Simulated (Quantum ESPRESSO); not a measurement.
Ba4SO3 (changed cell): field gradients at the nuclei

```
CELL_PARAMETERS angstrom
      5.88470     0.00000     0.00000
      0.00000     5.88470     0.00000
      0.00000     0.00000     5.88470
ATOMIC_POSITIONS crystal
  Ba 0.00000 0.00000 0.00000
  S  0.50000 0.00000 0.00000
  Ba 0.00000 0.50000 0.50000
  O  0.50000 0.50000 0.50000
  Ba 0.50000 0.00000 0.50000
  O  0.00000 0.00000 0.50000
  Ba 0.50000 0.50000 0.00000
  O  0.00000 0.50000 0.00000
```
The cell was made here from a computed Materials Project entry: one of 4 O replaced by S, cell and atoms relaxed (PBE without dispersion, pw.x of a modified build of Quantum ESPRESSO, symmetry kept). The parent is BaO in Fm-3m. The swapped cell is a model, not a known phase. Stability against distortions was not tested.

Principal values are ordered |Vxx| ≤ |Vyy| ≤ |Vzz|, η = (Vxx − Vyy)/Vzz, and C_Q = eQVzz/h is given by its size. Cores are frozen. Ba had no test against all-electron runs. Spin–orbit coupling is left out, a limit on Ba.

Quadrupole moments taken as inputs (sizes, barn, from the tables of PySCF and pymatgen): ¹³⁷Ba 0.245, ³³S 0.0678, ¹⁷O 0.0256.

What do the calculations give at each independent site (field gradients by a PBE PAW density (pw.x of Quantum ESPRESSO, JTH datasets) with the all-electron reconstruction of Petrilli and co-workers, 22.5 Ha, k-mesh 4×4×4 through Γ)?


| site | site symmetry | Vzz (a.u.) | η_Q | ∣C_Q∣ (MHz) |
|---|---|---|---|---|
| Ba1 (atoms 1, 5, 7) | 4/mmm | -0.999 | 0.00 | 57.5 (¹³⁷Ba) |
| S (atom 2) | m-3m | 0 | – | 0 (³³S) |
| Ba2 (atom 3) | m-3m | 0 | – | 0 (¹³⁷Ba) |
| O (atoms 4, 6, 8) | 4/mmm | under 0.02 | – | under 0.12 (¹⁷O) |
